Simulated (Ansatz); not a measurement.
Cu:
```
Cu
1.0
    2.48206     0.00000     0.00000
   -1.24103     2.14952     0.00000
    0.00000     0.00000     8.16159
Cu
4
Direct
  0.00000   0.00000   0.00000
  0.00000   0.00000   0.50000
  0.33333   0.66667   0.25000
  0.66667   0.33333   0.75000
```

Relaxed with LDA. Special points in fractions of this cell's reciprocal vectors: Γ (0.000, 0.000, 0.000); M (0.500, 0.000, 0.000); K (0.333, 0.333, 0.000); A (0.000, 0.000, 0.500); L (0.500, 0.000, 0.500); H (0.333, 0.333, 0.500).

Problem. List the band energies nearest the Fermi level at these points for LDA (plane waves, PAW; program Ansatz).

Solution. In eV from the Fermi level; about four levels below and three above (degenerate sets whole), none deeper than 8.9 eV; points with the same levels are listed once.

```csv
k,below,above
Γ,-2.11 -2.11 -1.79 -1.79 -1.37,3.99 12.87 12.87
M,-1.64 -1.63 -1.62 -0.83,0.23 0.99 1.57
K,-1.98 -1.91 -1.91 -1.83,3.36 3.36 3.63
A,-1.92 -1.92 -1.92 -1.92,7.16 7.16 19.41 19.41
L,-1.64 -1.64 -0.03 -0.03,1.35 1.35 5.40 5.40
H,-1.90 -1.90 -1.80 -1.80,3.52 3.52 3.86 3.86
```

Space group P6_3/mmc (dhcp (α-La type)). The workflow started from a Materials Project entry (that database holds measured and hypothetical structures alike); the Crystallography Open Database copy checked does not list it. It is not the phase usual at ambient conditions (space group No. 225). The cell was relaxed with LDA under the symmetry of its start; its stability against distortions is not shown here. The run is not spin-polarised.

Potentials: the earlier of the program's two PAW sets. The files were generated under PBE; for other functionals the program regenerates the frozen cores, and for LDA and PBEsol the local potential too.
